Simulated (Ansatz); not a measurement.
Level of theory: DFT PBE, scalar-relativistic, plane waves, PAW in Ansatz. Settings: cutoff 420 eV, Γ-centred meshes spaced at most about 0.3 Å⁻¹, and about 0.25 Å⁻¹ or finer for metals (2π included), Gaussian smearing. No spin polarisation in the final relaxations.

These are static total energies at zero pressure. All come from trial cells, and lower structures may exist.

Task: Which of these relaxed structures of ScAl₂P₃ is the lowest in energy?
A.

```
CELL_PARAMETERS angstrom
3.60939 0.00000 0.00000
0.00000 3.60939 0.00000
0.00000 0.00000 7.78588
ATOMIC_POSITIONS crystal
Sc 0.00000 0.00000 0.00000
Al 0.00000 0.50000 0.64793
Al 0.50000 0.00000 0.35207
P 0.00000 0.50000 0.32541
P 0.50000 0.00000 0.67459
P 0.50000 0.50000 0.00000
```

B.

```
CELL_PARAMETERS angstrom
3.44412 0.00000 0.00000
0.00000 3.44412 0.00000
0.00000 0.00000 8.43122
ATOMIC_POSITIONS crystal
Sc 0.00000 0.00000 0.50000
Al 0.00000 0.00000 0.15812
Al 0.00000 0.00000 0.84188
P 0.50000 0.50000 0.36417
P 0.50000 0.50000 0.63583
P 0.50000 0.50000 0.00000
```

C.

```
CELL_PARAMETERS angstrom
3.66323 0.00000 0.00000
0.00000 3.66323 0.00000
0.00000 0.00000 8.40520
ATOMIC_POSITIONS crystal
Sc 0.00000 0.00000 0.85354
Al 0.00000 0.00000 0.27513
Al 0.50000 0.50000 0.62118
P 0.00000 0.00000 0.54667
P 0.00000 0.50000 0.08297
P 0.50000 0.00000 0.08297
```

D.

```
CELL_PARAMETERS angstrom
2.72705 1.57446 3.96701
-2.72705 1.57446 3.96701
0.00000 -3.14893 3.96701
ATOMIC_POSITIONS crystal
Sc 0.50000 0.50000 0.50000
Al 0.12631 0.12631 0.12631
Al 0.87369 0.87369 0.87369
P 0.50000 0.00000 0.50000
P 0.00000 0.50000 0.50000
P 0.50000 0.50000 0.00000
```

Result: A. It has space group P-4m2 (No. 115); the next, B, with space group P4/mmm (No. 123), lies 127 meV/atom higher. Counting P atoms around Al and Sc (those within 1.25 times the shortest such distance or 1.15 times the sum of covalent radii, 1.27 where that leaves under three; a plus sign parts nearer from farther groups; the shortest distance is added where it exceeds 1.18 times the sum of covalent radii), the lowest has Sc 4+4, Al 5 and the next has Sc 8, Al 8 from 2.8 Å. The next holds P–P pairs (shortest 2.29 Å); in the lowest the shortest P–P distance is 3.11 Å.

Cells relaxed within their symmetry can be saddle points. Some candidate types were left out of the draw beforehand, so a known form may be missing.
